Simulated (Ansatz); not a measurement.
Recipe of this trial structure of B₂SbP₃: random cell by space group and Wyckoff sites (P6mm, No. 183). Lengths were set from tabulated atomic sizes, so they are only a guess.

```yaml
crystal:
  lattice:
    - [4.70537, 0.00000, 0.00000]
    - [-2.35269, 4.07497, 0.00000]
    - [0.00000, 0.00000, 6.50551]
  atoms:
    - { symbol: B, position: [0.33333, 0.66667, 0.47026] }
    - { symbol: B, position: [0.66667, 0.33333, 0.47026] }
    - { symbol: Sb, position: [0.00000, 0.00000, 0.54111] }
    - { symbol: P, position: [0.33333, 0.66667, 0.87376] }
    - { symbol: P, position: [0.66667, 0.33333, 0.87376] }
    - { symbol: P, position: [0.00000, 0.00000, 0.24041] }
```

Theory: DFT PBE, scalar-relativistic, plane waves, PAW (Ansatz 0.2.0). Cutoff 420 eV, Gaussian smearing, Γ-centred meshes. Cell and atoms relax first on a coarse mesh and then on a finer one. In between, the cell is made exact in the group found at 0.06 Å. In metals the finer mesh still leaves noise of several meV/atom or more. The steps can't lower the symmetry of their start. No spin polarisation.

A guess keeps its type if space group and coordination stay and the shape of the cell changes little (axis ratios within about 15 %, angles within 6°); the volume may change.

Question: Does this structure survive the relaxation?

Answer: It doesn't keep its type. The symmetry stays P6mm (No. 183). The volume per atom shrinks by 26.1 %, from 20.8 to 15.4 Å³. The shortest distance goes from 1.96 Å (Sb–P) to 1.96 Å (B–P). The ratio c/a of the conventional cell changes by a factor of 0.93. Counting neighbours within 15 % of an atom's shortest distance, the start has B 7, P 1/4, Sb 1 and the end B 1, P 1/8, Sb 8. In detail, at the end around B lie 1 P at 1.96 Å, 3 B at 2.52 Å and 3 Sb at 2.61 Å; around Sb lie 6 B at 2.61 Å, 1 P at 2.68 Å and 1 P at 2.90 Å; around P on a site of symmetry 3m lie 1 B at 1.96 Å and 6 P at 2.52–2.54 Å; 1 more site not described.

Space group P6mm (No. 183). a = 4.366 Å, b = 4.366 Å, c = 5.584 Å, α = 90.00°, β = 90.00°, γ = 120.00°
```csv
atom,site,symmetry,x,y,z
B,2b,3m.,0.3333,0.6667,0.5809
Sb,1a,6mm,0.0000,0.0000,0.4631
P,2b,3m.,0.3333,0.6667,0.9310
P,1a,6mm,0.0000,0.0000,0.9827
```

Energies over the elements count from the elements' standard structures at the same level, with no fitted energy shifts. The references include black phosphorus.

Question: At what energy does it end?

Answer: +0.93 eV/atom. It can't be a ground state, since the elements alone are lower.

The last run used a 12×12×8 mesh (in the run's order of axes) for its 6-atom cell and Gaussian smearing of 0.10 eV. These runs have no spin–orbit coupling, which can matter for Sb. The reference form of P is held partly by dispersion forces, which this level lacks. A structure relaxed within its symmetry needn't be a true minimum. Another cell of B2SbP3 relaxed alike, in P-3m1, lies 0.52 eV/atom lower, so this cell isn't the stable form at this level.

In counts of neighbours, a slash parts the counts of unlike sites.
